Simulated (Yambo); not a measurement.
```xyz
3
Lattice="3.7100 0.0000 0.0000 -1.8550 3.2129 0.0000 0.0000 0.0000 15.6000" Properties=species:S:1:pos:R:3 pbc="T T T"
Se     1.8550     1.0710    -1.3212
Se     0.0000     2.1419     1.3212
Pt     0.0000     0.0000     0.0000
```

Response from Yambo on PBE (stringent potentials; pw.x of Quantum ESPRESSO, ONCV potentials, without SOC) bands: 24×24×1 mesh, 67 bands, 2 Ry local-field block, 0.2 eV broadening.

**Question.** Give the static in-plane polarisability without and with local fields.

**Answer.** 
```
field along  α(0), independent particles (Å)  α(0), RPA with local fields (Å)  screening length 2πα (Å)
-----------  -------------------------------  -------------------------------  ------------------------
x                                       8.40                             7.59                      47.7
```
Electronic (clamped-ion) response only. Spin-orbit coupling, left out here, changes gap and response of such heavy elements. Convergence of the RPA response with its 24×24×1 mesh was not tested.

Geometry relaxed with PBE+D3(BJ).
